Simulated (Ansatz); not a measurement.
One crystal and one scan (frozen-phonon scan) at two levels, PBE (plane waves to 420 eV, PAW, scalar-relativistic; Ansatz, a first-principles code) and r2SCAN (plane waves to 500 eV, PAW, scalar-relativistic; Ansatz), each from its own relaxed cell and on its own mesh. The cell shown is that of PBE.

Relaxed Pd (fcc, Cu type):

```
CELL_PARAMETERS angstrom
      0.00000     3.94259     3.94259
      1.97130     1.97130     3.94259
      1.97130     1.97130     0.00000
ATOMIC_POSITIONS crystal
  Pd 0.00000 0.00000 0.00000
  Pd 0.50000 0.00000 0.00000
```

The atoms are displaced by Q × the pattern below (from a DFPT mode at X = (0.5, 0.5, 0.0), largest move 1; Q in Å), at fixed cell. It is one choice among 2 degenerate patterns. (q is in reciprocal vectors of the primitive cell; the cell shown is doubled to hold the pattern.)

```json
[
 {"atom": "Pd1", "x": "0.000", "y": "1.000", "z": "0.000"},
 {"atom": "Pd2", "x": "0.000", "y": "-1.000", "z": "0.000"}
]
```

Pd is run without spin polarisation. Pd was relaxed with its symmetry unable to fall. The PAW data are Ansatz's earlier set. With partly filled bands, energies and forces of such displacements shift with the k mesh and the smearing. Both scans cover Q from -0.180 to 0.180 Å.

ΔE (meV/cell), each from the undisplaced structure of its own level:

```csv
Q (Å),PBE,r2SCAN
-0.180,274,286
-0.150,190,withheld
-0.120,121,127
-0.090,68,71
-0.060,30,32
-0.030,8,8
0.000,0,0
0.030,8,8
0.060,30,32
0.090,68,71
0.120,121,127
0.150,190,withheld
0.180,274,286
```

Question: Estimate the r2SCAN value at 0.150 from the PBE value there and the ratio of the two levels in the two nearest given rows on that side of the minimum.

Answer: At 0.120 and 0.180 the ratio r2SCAN/PBE averages 1.047, which gives 1.047 × 190 = 199 meV/cell. The calculation gives 198 meV/cell, +4.2 % against PBE.

(For displaced atoms, the force is minus the slope of the energy, and its curvature is a force constant, which sets phonon frequencies.)
